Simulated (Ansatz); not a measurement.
## Find the missing element

Cell vectors (Å):

```
2.9187 0.0000 0.0000
0.0000 2.9187 0.0000
0.0000 0.0000 2.9187
```

| atom | a | b | c |
| --- | --- | --- | --- |
| Zn | 0.5000 | 0.5000 | 0.5000 |
| X | 0.0000 | 0.0000 | 0.0000 |

Level of theory: r²SCAN, PAW on Ansatz 0.2.0's default frozen-core files (fitted under PBE), scalar-relativistic. k mesh 14×14×14, strains of ±0.003, Fermi-Dirac smearing of 0.050 eV.

Elastic constants of a crystal by Kohn-Sham DFT: slopes of the stress over finite engineering strains of the given cell, Voigt indices, Cartesian axes as in the cell vectors.

| index | elastic (GPa) |
| --- | --- |
| 11 | 183 |
| 12 | 111 |
| 44 | 107.3 |

Task: All X atoms are one element. Which one was computed?

Result: Cu; the crystal is ZnCu (Pm-3m).

Keep in mind: frozen-core PAW files fitted under PBE, their cores solved anew for the functional of the run; responses of metals move with mesh and smearing.
